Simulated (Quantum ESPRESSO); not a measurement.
Ti2ZrO4F4, convergence and cost over cutoff and k mesh

Simulated, not a measurement. The program is pw.x of Quantum ESPRESSO 7.5 (plane-wave density functional theory). The cell is made up: 11 atoms on a fluorite lattice with one site empty, with randomly drawn elements, strain and displacements, not relaxed. PseudoDojo standard norm-conserving files (v0.5 for PBE, v0.4.1 for LDA and PBEsol) set the functional; there is no spin polarisation, spin-orbit coupling or dispersion term, and the masses in the input are unused placeholders.

Input of the run in row 4:

```
&control calculation='scf', pseudo_dir='./dojo.nc.sr.pbe.v0_5.standard.upf', outdir='./o', disk_io='low', tprnfor=.true., tstress=.true. /
&system ibrav=0, nat=11, ntyp=4, nbnd=50, ecutwfc=84.00895049, nosym=.true., tot_charge=0,
 occupations='smearing', smearing='fd', degauss=0.0018374661
/
&electrons conv_thr=7.350e-09, electron_maxstep=60, /
ATOMIC_SPECIES
F 1.0 F.upf
O 1.0 O.upf
Ti 1.0 Ti.upf
Zr 1.0 Zr.upf
CELL_PARAMETERS angstrom
4.7211 0.0056 0.0648
0.0056 4.8482 0.0183
0.0648 0.0183 4.8177
ATOMIC_POSITIONS angstrom
Ti 0.102 -0.0587 0.0597
Zr 2.351 0.1321 2.4862
Ti 2.3507 2.4904 0.1379
O 1.0834 1.1938 1.2144
O 1.2654 1.2515 3.6598
F 1.1766 3.6677 1.3136
F 1.2587 3.5998 3.549
F 3.4517 1.2756 1.3426
F 3.571 1.233 3.6636
O 3.514 3.689 1.2716
O 3.7222 3.6115 3.6254
K_POINTS automatic
5 5 5 1 1 1
```

The same cell was run at these settings. Meshes are shifted by half a step, and differences are from the last row, which is itself not exact.

| cutoff (eV) | k mesh | k points solved | threshold (eV) | free energy less the last row's (eV) | pressure (GPa) | largest stress difference (GPa) | largest force difference (eV/Å) | iterations | wall time (s) | k-point pools | processor |
| --- | --- | --- | --- | --- | --- | --- | --- | --- | --- | --- | --- |
| 800 | 2 x 2 x 2 | 4 | 1e-04 | 1.574 | -2.62 | 19.77 | 0.128 | 16 | 22 | 4 | Intel Xeon, older |
| 1143 | 1 x 1 x 1 | 1 | 1e-07 | -2.698 | 12.31 | 6.38 | 0.722 | 19 | 33 | 4 | Intel Xeon, older |
| 828 | 5 x 5 x 5 | 63 | 1e-07 | 1.192 | 2.98 | 14.15 | 0.066 | 19 | 193 | 4 | Intel Xeon, older |
| 1143 | 5 x 5 x 5 | 63 | 1e-07 | 0.003 | 17.06 | 0.03 | 0.004 | 18 | 278 | 4 | Intel Xeon, older |
| 1467 | 7 x 7 x 7 | 172 | 1e-07 | 0.000 | 17.09 | 0.00 | 0.000 | 19 | 1072 | 4 | Intel Xeon, older |

Each pool is one process. Wall times include start-up and a band step at six k points, which weighs most on the coarsest meshes. The runs were on shared virtual cores whose load varied, so times are rough.